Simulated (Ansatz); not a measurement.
## Vibrational response of MgTl at 15 GPa

Theory: Ansatz 0.2.0, DFT LDA, scalar-relativistic, plane waves, PAW. Cutoff 420 eV, 12×12×12 k-points (Γ-centred), Fermi-Dirac smearing of 0.15 eV. No spin polarisation. Phonons by linear response, acoustic sum rule imposed.

The cell, relaxed at 15 GPa:
```yaml
crystal:
  lattice:
    - [3.33175, 0.00000, 0.00000]
    - [0.00000, 3.33175, 0.00000]
    - [0.00000, 0.00000, 3.33175]
  atoms:
    - { symbol: Mg, position: [0.00000, 0.00000, 0.00000] }
    - { symbol: Tl, position: [0.50000, 0.50000, 0.50000] }
```

In a metal, frequencies and elastic constants depend on the k mesh and the smearing, soft modes and shear constants most. Spin–orbit coupling is left out, which can shift energies with elements as heavy as these. Other phases may be more stable at this pressure.

Q: Is this structure stable against zone-centre distortions?

A: Yes, at Γ: no optical mode is imaginary. Strains and other wave vectors aren't tested by this run.

Q: List the optical modes at Γ (i marks imaginary ones).

A:
```csv
frequency (cm⁻¹),degeneracy
221,3
```

Cost: 1 run of about 0.45 core-minutes, on Arm Neoverse V1 (shared hosts).